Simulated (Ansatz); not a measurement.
## Ba2Pb3 in Ansatz, single run

Launch command:

```bash
ansatz run input.yaml --threads 1 --pin off --max-ram 2560MiB --backend cpu --events-out ev --progress --plain --runs-dir out
```

Input:

```yaml
crystal:
  lattice:
    - [-2.389177, 3.961137, 4.949314]
    - [4.778354, 0.0, 0.0]
    - [2.389177, 3.961137, -4.949314]
  atoms:
    - { symbol: Pb, position: [0.0, 0.0, 0.0] }
    - { symbol: Pb, position: [0.7032, 0.5, 0.7032] }
    - { symbol: Pb, position: [0.2968, 0.5, 0.2968] }
    - { symbol: Ba, position: [0.7245, 0.2245, 0.2755] }
    - { symbol: Ba, position: [0.2755, 0.7755, 0.7245] }
  symmetry: { tolerance: 0.0003 }
kpoints:
  mp_grid: { grid: [4, 4, 4], shift: [0, 0, 0] }
magnetization:
  spin_polarized: false
scf:
  occupations: { method: fermi_dirac }
  mixing: { algorithm: anderson, beta: 0.3, ndim: 8 }
hamiltonian:
  pseudopotentials: { kind: paw }
  xc: pbe
  dispersion: d4
basis:
  ecutwfc: 420
output:
  forces: true
  stress: true
  eigenvalues: true
```

Origin of the cell: a known structure type with other elements, at an estimated volume, so it need not be a known compound.

The smearing width isn't typed, so it takes its default of 0.1 eV.

Output (shortened):

```
Pseudopotentials: kind: paw
Pseudopotential: Pb, paw, valence charge 14, recommended cutoff 420 eV (normal), Pb.paw.azcp
Pseudopotential: Ba, paw, valence charge 10, recommended cutoff 420 eV (normal), Ba.paw.azcp
Functional definition: PBE
  exchange = pbe_x(kappa = kappa, mu = beta*pi^2/3)
  correlation = pbe_c(beta = beta)
Crystal: 5 atoms, lattice volume = 187.358 Å³
Basis set: ecut = 420 eV, 3651 PW (Γ), exchange–correlation on 96×64×96 points (8 copies of the dense FFT grid, shifted against one another)
Bands: 38, of which v1, the nominal top of the filled ones, is band 31 counted from 1 (30 counted from 0)
Symmetry: 8 space group operations
Space group: Immm (ITA 71), of the structure as read, at distance tolerance 1.7e-3 Å
k-points: 18 of 64
[… 4 lines left out …]
Initial density: superposition of atomic densities (neutral atoms: chi_scale 0, normalization atom), corrected by the library's trained network
Functional: x = pbe(κ = 0.804, μ = 0.219515), c = pbe(β = 0.066725)
SCF iter   1: F=—  HF=-47621.854996 eV  Δρ=1.77e-3  dr2=8.92e-3
SCF iter   2: F=—  HF=-47621.854368 eV  Δρ=1.39e-3  dr2=5.64e-3  κ⁻¹=1.0e0(r=1)
SCF iter   3: F=—  HF=-47621.854156 eV  Δρ=5.02e-4  dr2=1.04e-3  κ⁻¹=1.3e-2(r=2)
SCF iter   4: F=—  HF=-47621.854107 eV  Δρ=3.02e-4  dr2=2.74e-4  κ⁻¹=4.3e-4(r=3)
SCF iter   5: F=—  HF=-47621.854121 eV  Δρ=9.42e-5  dr2=2.18e-5  κ⁻¹=5.1e-6(r=4)
SCF iter   6: F=—  HF=-47621.854135 eV  Δρ=4.33e-5  dr2=3.22e-6  κ⁻¹=6.9e-7(r=5)
SCF iter   7: F=—  HF=-47621.854136 eV  Δρ=2.12e-5  dr2=1.09e-6  κ⁻¹=4.5e-7(r=6)
SCF iter   8: F=-47621.854136 eV  HF=-47621.854136 eV  Δρ=5.10e-6  dr2=4.29e-8
SCF 1 converged in 8 iterations: F = -47621.854136 eV  dr2 = 4.29e-8
SCF converged after 8 iterations
Stability not checked: this state was not tested for a lower state beside it, because the mixer in use, unlike msr1, does not test its closes by its own steps (another_mixer; see scf.mixing.algorithm and scf.lower_state_search)
Free energy (F): -47621.854136 eV
Harris-Foulkes:  -47621.854136 eV  (|F-HF|=7.07e-9)
Internal energy: -47621.709409 eV  (E = F + TS)
E sigma→0 (E₀):  -47621.781773 eV
Entropy (-TS):   -0.144727 eV (-28.945 meV/atom)
Fermi energy:    8.957228 eV
--- Per-component energies (eV) ---
  E_band       = -265.552613
  E_kinetic    = 1210.537644
  E_local      = -4281.758322  (includes V_loc(G=0)·N_el)
  E_nonlocal   = 1162.515865
  E_hartree    = 1699.386981
  E_xc         = -997.764708
  E_vxc        = -668.493942  (∫ρ·V_xc dr)
  E_paw        = -41674.948062  (= ΣΔE_a)
  E_vpaw       = -1087.127532  (= ΣTr[D̂ρ^β])
  E_aug_tail   = 0.000144  (compensation charges beyond the density's cutoff)
  E_ewald      = -4738.257893
  E_disp       = -1.421058  (pairwise vdW)
  E_smearing   = -0.144727  (= −TS)
  Σ components = -47621.854136   (vs F -47621.854136, Δ=0.00e0)
--- Forces (eV/Å), atoms counted from 1 ---
  atom   1  Pb     0.000000     0.000000    -0.000000
  atom   2  Pb     0.000000     0.142667     0.000000
  atom   3  Pb     0.000000    -0.142667     0.000000
  atom   4  Ba     0.000000     0.000000    -0.112001
  atom   5  Ba     0.000000     0.000000     0.112001
  max |Σ_I F_I| component: 1.39e-17 eV/Å
--- Stress (GPa, compression-positive) ---
        0.834426       0.000000       0.000000
        0.000000      -2.111820       0.000000
        0.000000       0.000000       4.088652
  P = ⅓ Tr σ = 0.9371 GPa (9.371 kbar)
```

Caveats: no spin-orbit coupling, though heavy elements are present; the k mesh is coarse if the cell is a metal.

Time: 12 s on 1 thread of Arm Neoverse V1, with other jobs on the host, peak memory 0.44 GiB, from the program's own first density.
